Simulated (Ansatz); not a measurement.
An Ansatz (an electronic-structure program) run. Input:

Ansatz 0.2 input:
```yaml
crystal:
  lattice:
    - [4.2718677004, 0.0, 0.0]
    - [0.0, 4.2718677004, 0.0]
    - [0.0, 0.0, 4.2718677004]
  atoms:
    - { symbol: Cd, position: [0.0, 0.5, 0.5] }
    - { symbol: Cd, position: [0.5, 0.0, 0.5] }
    - { symbol: Cd, position: [0.5, 0.5, 0.0] }
    - { symbol: Nb, position: [0.0, 0.0, 0.0] }
kpoints:
  mp_grid: { grid: [10, 10, 10] }
hamiltonian:
  xc: r2scan
  pseudopotentials: { kind: paw }
scf:
  occupations: { method: gaussian, width: 0.1 }
checkpoint: { read: metal.run }
output: { write_density: true, elf: true, volumetric_format: npy }
basis: { fft_grid_basis: typed }
```

Output (shortened):

```
Pseudopotential: Cd, paw, valence charge 20
Pseudopotential: Nb, paw, valence charge 13
Functional definition: r2SCAN
Crystal: 4 atoms, lattice volume = 77.957 Å³
Basis set: ecut = 500 eV, 1935 PW (Γ), exchange–correlation on 128×128×128 points (64 copies of the dense FFT grid, shifted against one another)
Bands: 44, of which v1, the nominal top of the filled ones, is band 37 counted from 1 (36 counted from 0)
Symmetry: 48 space group operations
Space group: Pm-3m (ITA 221), of the structure as read, at distance tolerance 4.3e-5 Å
k-points: 56 of 1000
Stability of the state it starts from, as read at its close in the unpolarized treatment …
iter 1 solved again at ethr=7.00e-9 eV; its pass at ethr=3.10e-3 eV (dr2=5.11e-6 eV) is discarded
SCF iter   1: F=—  HF=-29367.755972 eV  |F-HF|=—  |Δ(HF+E_count)|=         —  Δρ=1.77e-7  dr2=1.65e-11  dr2_τ=3.15e-12  ethr=7.00e-9  ⟨swp⟩=4.0  Hψ=15032  notcnv=0
preconditioner: auto → Kerker (q_TF=auto, 2.699 Å⁻¹)
SCF iter   2: F=-29367.755972 eV  HF=-29367.755972 eV  |F-HF|=7.28e-12  |Δ(HF+E_count)|=  8.15e-10  Δρ=1.40e-7  dr2=2.37e-11  dr2_τ=2.33e-12  ethr=1.00e-12  ⟨swp⟩=5.2  Hψ=8323  notcnv=0
SCF 1 converged in 2 iterations: F = -29367.755972 eV  dr2 = 2.37e-11
SCF converged after 2 iterations
Free energy (F): -29367.755972 eV
Harris-Foulkes:  -29367.755972 eV  (|F-HF|=7.28e-12)
Internal energy: -29367.748149 eV  (E = F + TS)
E sigma→0 (E₀):  -29367.752060 eV
Entropy (-TS):   -0.007823 eV (-1.956 meV/atom)
Fermi energy:    16.053583 eV
--- Per-component energies (eV) ---
  E_band       = -1240.699331
  E_kinetic    = 1907.672311
  E_local      = -9281.240230  (includes V_loc(G=0)·N_el)
  E_nonlocal   = 217.004159
  E_hartree    = 4302.510347
  E_xc         = -676.967875
  E_vxc        = -978.810715  (∫ρ·V_xc dr)
  E_paw        = -15400.427514  (= ΣΔE_a)
  E_vpaw       = -1778.111269  (= ΣTr[D̂ρ^β])
  E_aug_tail   = 0.000022  (compensation charges beyond the density's cutoff)
  E_vtau       = 67.765633  (kinetic-family band-sum trace: ∫τ·v_τ [+ j·A + Jᵃ·Aᵃ] dr)
  E_ewald      = -10434.412627
  E_core_change = -1.886743  (= ΣΔE_core)
  E_smearing   = -0.007823  (= −TS)
  E_closure    =  0.000000  (closes the sum)
  Σ components = -29367.755972   (vs F -29367.755972, Δ=0.00e0)
  [band-id]    e_kinetic+e_local+e_nonlocal+2·e_hartree+e_vxc+e_vpaw+e_augmentation_tail+e_vtau = -1240.699396   (vs E_band -1240.699331, Δ=-6.52e-5)
--- Band table (eV; the first three rows and the last of 56) ---
  k-point 0: bands = ["-89.3523", "-89.3467", "-89.3467", "-49.5263", "-49.5263", "-49.5263", "-49.4518", "-49.4518", "-49.4518", "-49.4509", "-49.4509", "-49.4509", "-40.7016", "-16.0407", "-16.0407", "-16.0407", "6.1343", "6.3024", "6.3024", "6.3024", …
  k-point 1: bands = ["-89.3522", "-89.3468", "-89.3467", "-49.5261", "-49.5261", "-49.5258", "-49.4520", "-49.4520", "-49.4518", "-49.4514", "-49.4510", "-49.4510", "-40.7015", "-16.0427", "-16.0408", "-16.0408", "6.1673", "6.3159", "6.3351", "6.3351", …
  k-point 2: bands = ["-89.3518", "-89.3472", "-89.3467", "-49.5253", "-49.5253", "-49.5244", "-49.4530", "-49.4525", "-49.4525", "-49.4519", "-49.4512", "-49.4512", "-40.7013", "-16.0479", "-16.0410", "-16.0410", "6.2603", "6.3534", "6.4313", "6.4313", …
  k-point 55: bands = ["-89.3485", "-89.3485", "-89.3485", "-49.5542", "-49.5032", "-49.5032", "-49.4720", "-49.4720", "-49.4720", "-49.4372", "-49.4372", "-49.4372", "-40.7001", "-16.0543", "-16.0543", "-16.0543", "6.4215", "6.4533", "6.4533", "6.4533", …
```

Cost: very roughly 10 core-seconds on shared cores.

The workflow started from an entry of the Crystallography Open Database (COD). Whether it is the stable phase at ambient conditions was not checked. The r²SCAN relaxation kept the symmetry of its start; whether a distortion lowers the energy is not shown. The run is not spin-polarised. Spin–orbit coupling is left out wherever it is not named.

Potentials: the later of the program's two PAW sets.

Ansatz is a plane-wave DFT program.
